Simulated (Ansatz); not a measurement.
Relaxing a structure of Nb

The start is a generated trial cell of Nb in the bcc structure type. The cell and all atomic positions are relaxed at zero pressure with PBE (plane waves to 420 eV, PAW, scalar-relativistic; Ansatz, a program for electronic structure). First-step values are on the input's coarse k-mesh.

Ansatz input (later rounds restart from its end on a renewed k-mesh):
Ansatz 0.2 input:
```yaml
crystal:
  lattice:
    - [-1.65, 1.65, 1.65]
    - [1.65, -1.65, 1.65]
    - [1.65, 1.65, -1.65]
  atoms:
    - { symbol: Nb, position: [0, 0, 0] }
basis: { ecutwfc: 420, ecutrho_ratio: 4, xc_grid: 2, fft_grid_basis: typed }
kpoints: { mp_grid: { grid: [14, 14, 14] } }
hamiltonian:
  xc: pbe
  dispersion: none
  pseudopotentials: { azcp: { folder: ./paw }, kind: paw }
scf: { occupations: { method: fermi_dirac, width: 0.05 } }
relax: { f_tol: 0.01, max_steps: 100, cell: { stress_tol: 0.02 } }
output: { forces: true, stress: true }
```

- Outcome = The space group stays Im-3m (No. 229) (the run could not lower it); the end is bcc (W type), with 1 atom in the primitive cell
- Energy released = under 0.01 eV/atom
- Volume change = +0.9 %, from 17.97 to 18.13 Å³/atom
- Optimiser moves = 5

The end point of the relaxation:

Space group Im-3m (No. 229); a = b = c = 3.3096 Å, α = β = γ = 90.00°

| atom | site | symmetry | x | y | z |
|---|---|---|---|---|---|
| Nb | 2a | m-3m | 0.0000 | 0.0000 | 0.0000 |
(The calculation used a cell of 1 atom; values per cell refer to that cell.)

Final values are on a 20×20×20 k-mesh of the relaxed cell. No spin polarisation in the result.

The run could not lose the symmetry of its start.
